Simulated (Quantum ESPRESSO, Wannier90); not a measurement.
**SnS2 (I-42d): Wannier90 run**

Structure: Materials Project mp-1002063, symmetrised, not relaxed again. Not found in the COD (Crystallography Open Database) copy used, which has the formula in other groups; not checked further. Computed values, not measurements, from LDA: Quantum ESPRESSO (norm-conserving PseudoDojo potentials, cutoff 58 Ry, no spin polarisation, no spin-orbit coupling) on a Γ-centred 4×4×4 mesh, then Wannier90. Density: 6×6×6 mesh, cold smearing 0.01 Ry. Spin-orbit coupling is left out although heavy elements are present.

```
begin unit_cell_cart
ang
    5.9265000000    0.0000000000    0.0000000000
    0.0000000000    5.9265000000    0.0000000000
   -2.9632500000   -2.9632500000    4.9111200000
end unit_cell_cart
mp_grid = 4 4 4
```

Which shells of neighbouring k-points and which b-vectors and weights does Wannier90 pick for this cell and mesh?


```
 *---------------------------------- K-MESH ----------------------------------*
 +----------------------------------------------------------------------------+
 |                    Distance to Nearest-Neighbour Shells                    |
 |                    ------------------------------------                    |
 |          Shell             Distance (Ang^-1)          Multiplicity         |
 |          -----             -----------------          ------------         |
 |             1                   0.309556                      8            |
 |             2                   0.319845                      2            |
 |             3                   0.374832                      4            |
 |             4                   0.492747                      8            |
 |             5                   0.530092                      4            |
 |             6                   0.548111                      8            |
 |             7                   0.613859                     16            |
 |             8                   0.619111                      8            |
       ... (lines left out)
 +----------------------------------------------------------------------------+
 | The b-vectors are chosen automatically                                     |
 | The following shells are used:                       1,  2                 |
 +----------------------------------------------------------------------------+
 |                        Shell   # Nearest-Neighbours                        |
 |                        -----   --------------------                        |
 |                          1               8                                 |
 |                          2               2                                 |
 +----------------------------------------------------------------------------+
 | Completeness relation is fully satisfied [Eq. (B1), PRB 56, 12847 (1997)]  |
 +----------------------------------------------------------------------------+
 |                  b_k Vectors (Ang^-1) and Weights (Ang^2)                  |
 |                  ----------------------------------------                  |
 |            No.         b_k(x)      b_k(y)      b_k(z)        w_b           |
 |            ---        --------------------------------     --------        |
 |             1         0.000000    0.265046    0.159922     3.558745        |
 |             2         0.265046    0.000000    0.159922     3.558745        |
 |             3         0.000000   -0.265046   -0.159922     3.558745        |
 |             4         0.000000   -0.265046    0.159922     3.558745        |
 |             5        -0.265046    0.000000   -0.159922     3.558745        |
 |             6        -0.265046    0.000000    0.159922     3.558745        |
 |             7         0.000000    0.265046   -0.159922     3.558745        |
 |             8         0.265046    0.000000   -0.159922     3.558745        |
 |             9         0.000000    0.000000    0.319845     1.328807        |
 |            10         0.000000    0.000000   -0.319845     1.328807        |
```
